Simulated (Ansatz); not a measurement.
W:
```xyz
1
Lattice="-1.5842 1.5842 1.5842 1.5842 -1.5842 1.5842 1.5842 1.5842 -1.5842" Properties=species:S:1:pos:R:3 pbc="T T T"
W      0.0000     0.0000     0.0000
```

Relaxed with r²SCAN. Special points in fractions of this cell's reciprocal vectors: Γ (0.000, 0.000, 0.000); H (0.500, -0.500, 0.500); N (0.000, 0.000, 0.500); P (0.250, 0.250, 0.250).

Problem. List the band energies nearest the Fermi level at these points for the program Ansatz at the r²SCAN with spin–orbit coupling level (PAW).

Solution. In eV from the Fermi level; about four levels below and three above (degenerate sets whole), none deeper than 8.9 eV; … stands for higher levels left out; points with the same levels are listed once.

| k | below | above |
|---|---|---|
| Γ | -1.45 -1.45 -1.45 -1.45 -0.93 -0.93 | … |
| H | -5.98 -5.98 -5.98 -5.98 | 5.11 5.11 5.11 5.11 |
| N | -6.51 -6.51 -3.72 -3.72 | 0.43 0.43 2.40 2.40 |
| P | -2.98 -2.98 -2.98 -2.98 | 3.67 3.67 3.67 3.67 |

Space group Im-3m (bcc (W type)). Symmetry was held in the r²SCAN relaxation. No spin polarisation was allowed.

Potentials: the later of the program's two PAW sets.
